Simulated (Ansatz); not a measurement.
# MgZn5O6 (P-4m2)

Level of theory: Ansatz, DFT PBE, scalar-relativistic, plane waves, PAW.

Cutoff 420 eV; k points 8×8×2 on the computed 12-atom cell (Γ-centred); Gaussian smearing, width 0.02 eV; no spin polarisation.

The structure is relaxed at this level of theory with its symmetry kept, and needn't be the ground state of this composition.

```xyz
12
Lattice="3.2709 0.0000 0.0000 0.0000 3.2709 0.0000 0.0000 0.0000 13.7852" Properties=species:S:1:pos:R:3 pbc="T T T"
Mg    0.0000    0.0000    6.8926
Zn    0.0000    0.0000   11.4816
Zn    1.6354    1.6354    0.0000
Zn    0.0000    0.0000    2.3035
Zn    1.6354    1.6354    4.6085
Zn    1.6354    1.6354    9.1767
O     1.6354    0.0000    1.1518
O     0.0000    1.6354    3.4548
O     1.6354    0.0000    5.7676
O     0.0000    1.6354    8.0176
O     1.6354    0.0000   10.3303
O     0.0000    1.6354   12.6334
```

| Property | Result |
| --- | --- |
| Space group | P-4m2 (No. 115) |
| Volume per atom | 12.29 Å³ |
| Formation energy from the elements' standard states (uncorrected) | -1.616 eV/atom |
| Kohn–Sham band gap | 0.96 eV, direct at Γ |
| Orbital (Löwdin) character of the top 1 eV of the valence band | O 2p 76 %, Zn 3d 21 % |
| Orbital (Löwdin) character of the lowest 1 eV of the conduction band | Zn 4s 51 %, O 2p 20 %, O 2s 20 % |
| Electron masses at the edge by direction of the standard setting (m_e; one valley, along these axes only; no spin-orbit coupling) | x: 0.17; y: 0.17; z: 0.19 |
| Hole masses at the edge by direction of the standard setting (m_e; one valley, along these axes only; no spin-orbit coupling) | x: 5.7, 0.21; y: 5.7, 0.21; z: 4.6, 4.6 |

The cell was found from a structure generator's guess, not taken from experiment. Kohn–Sham gaps at this level usually fall short of measured ones. Löwdin shares on free-atom orbitals overweight diffuse shells in the empty bands.
